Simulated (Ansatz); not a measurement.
CsCl:
```
CsCl
1.0
    0.00000     3.44904     3.44904
    3.44904     0.00000     3.44904
    3.44904     3.44904     0.00000
Cs Cl
1 1
Cartesian
  0.00000   0.00000   0.00000
  3.44904   3.44904   3.44904
```

Plane-wave PAW PBEsol (Ansatz code) gives a gap of 4.89 eV without spin–orbit coupling, maximum at X, minimum at Γ.

Problem. What happens when spin–orbit coupling is switched on?

Solution. The gap falls by 0.07 eV, to 4.82 eV; maximum at X, minimum at Γ.

Problem. Give the electron effective mass with spin–orbit coupling.

Solution. 0.40 mₑ (isotropic).

Problem. Give the hole effective mass with spin–orbit coupling.

Solution. 1.2, 1.2, 8.9 mₑ (principal values).

Space group Fm-3m (rock salt). The workflow started from a Materials Project entry (that database holds measured and hypothetical structures alike); the Crystallography Open Database files this formula in space group No. 225, but the cells were not matched. It is not the phase usual at ambient conditions (space group No. 221). The PBEsol relaxation kept the symmetry of its start; whether a distortion lowers the energy is not shown.

Potentials: the earlier of the program's two PAW sets. The files were generated under PBE; for other functionals the program regenerates the frozen cores, and for LDA and PBEsol the local potential too.
